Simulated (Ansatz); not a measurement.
# Stress against strain in TiPd$_{3}$

```
CELL_PARAMETERS angstrom
3.82000 0.00000 0.00000
0.00000 3.82000 0.00000
0.00000 0.00000 3.82000
ATOMIC_POSITIONS crystal
Ti 0.00000 0.00000 0.00000
Pd 0.00000 0.50000 0.50000
Pd 0.50000 0.00000 0.50000
Pd 0.50000 0.50000 0.00000
```

Atoms are numbered in the order listed.

The cell is COD entry 1522883, as deposited and not checked against the literature; nothing was relaxed.

Spin polarisation is left out, and whether a magnetic state lies lower isn't shown here.

The calculation used DFT, LDA, all-electron LAPW, scalar-relativistic in Ansatz 0.2.0.

Settings: a Γ-centred 11×11×11 k mesh, Fermi–Dirac smearing of 0.05 eV, basis error target 1 meV/atom, no spin polarisation.

The strain is applied along the Cartesian axes of the cell as listed (the other components stay zero). Fractional coordinates are held (clamped ions).

σ is the change of stress from the unstrained cell, which is at 2.35 GPa; tension is positive, so slopes are stress–strain coefficients at that pressure. In a metal the k mesh adds noise.

Only quantities that a quadratic follows smoothly over the whole series are listed; rougher ones are left out.

```tsv
εxx = εyy	σzz (GPa)	σxx (GPa)
-0.0200	-8.17	-11.96
-0.0100	-3.89	-5.64
0.0000	0.00	0.00
0.0200	6.72	9.47
```

**Question.** Fit the series and read off the stiffness at zero strain.

**Answer.** Least-squares fits y = p0 + p1 x + p2 x² to the rows give σzz (GPa): p1 = 372, p2 = -1800; σxx (GPa): p1 = 536, p2 = -3100. So 2 C12 = 372 GPa and C11 + C12 = 536 GPa.

**Question.** One run, at εxx = εyy = 0.0100, is withheld. Predict its row.

**Answer.** The fits give 3.54, 5.05; the run gave 3.53, 5.02.
